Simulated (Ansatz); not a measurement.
Kick test of a cell of Rb4CdS3

The structure comes from a generated guess, relaxed at this level; another structure or a mixture of phases may lie lower.

Method: Ansatz, DFT PBE, scalar-relativistic, plane waves, PAW. Plane waves to 420 eV, a k mesh through Γ of 4×4×4 on the computed 8-atom cell and Gaussian smearing (0.02 eV); no spin polarisation.

The cell below (8 atoms, space group P4/mmm (No. 123)) is relaxed within its symmetry.

```
CELL_PARAMETERS angstrom
6.40876 0.00000 0.00000
0.00000 6.40876 0.00000
0.00000 0.00000 10.73000
ATOMIC_POSITIONS crystal
Rb 0.00000 0.50000 0.81886
Rb 0.50000 0.00000 0.81886
Rb 0.00000 0.50000 0.18114
Rb 0.50000 0.00000 0.18114
Cd 0.50000 0.50000 0.00000
S 0.50000 0.50000 0.78109
S 0.50000 0.50000 0.21891
S 0.00000 0.00000 0.00000
```

For the test it was strained at random (σ = 1.5 % a component), the atoms were moved at random (σ = 0.05 Å), and all was relaxed again on a coarse 2×2×2 mesh (in the run’s order of axes) with 0.10 eV smearing, with no symmetry imposed.

Weakly bound directions are ill-defined at this level, which has no dispersion term.

Problem. Is the structure stable against such a distortion?

Solution. It doesn't return. The energy falls by 120 meV/atom on that mesh, the volume changes by -25.1 %, and the end has space group Cm (No. 8) at a loose tolerance. Relaxed again on a 6×6×4 mesh with 0.02 eV smearing, the new structure lies 114 meV/atom below the first (mesh in the axes of the run's cell; the cell below is made exact in the group named). Space group Cm (No. 8), monoclinic, a = 9.319 Å, b = 9.053 Å, c = 9.108 Å, β = 120.7°. Rb on its first site is surrounded by 4 S at 3.39–3.44 Å and 2 Cd at 3.54–3.55 Å; Rb on its second site is surrounded by 5 S at 3.39–3.66 Å, 1 Cd at 3.57 Å and 1 Rb at 3.82 Å; Cd is surrounded by 3 S at 2.45–2.52 Å and 6 Rb at 3.54–3.57 Å; S on its first site has 1 Cd at 2.52 Å and 6 Rb at 3.43–3.46 Å; 2 more sites not described.

```
Rb Cd S
1.0
     4.65953   -4.52665    0.00000
     4.65953    4.52665    0.00000
    -4.64520    0.00000    7.83418
Rb Cd S
4 1 3
Cartesian
  5.8189 -2.2693 1.6342
  5.8189 2.2693 1.6342
  3.5046 -1.9116 5.6215
  3.5046 1.9116 5.6215
  3.4999 0.0000 0.2209
  3.4869 0.0000 2.7396
  1.0420 0.0000 6.9474
  -3.3188 0.0000 6.9192
```
